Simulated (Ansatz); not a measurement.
With PBE in the plane-wave PAW code Ansatz, Sc in the diamond structure (Fd-3m) relaxes to a = 6.485 Å. Sc has 4 nearest neighbours from 2.81 Å (tetrahedral).

Electronic character: metallic (no gap).

The bulk modulus is 9.6 GPa.

The start of the workflow was typed in or built on a structure type; neither database checked (COD, Materials Project) lists it. It is not the phase usual at ambient conditions (space group No. 194). The PBE relaxation kept the symmetry of its start; whether a distortion lowers the energy is not shown. No spin polarisation was allowed.

Potentials: the later of the program's two PAW sets.
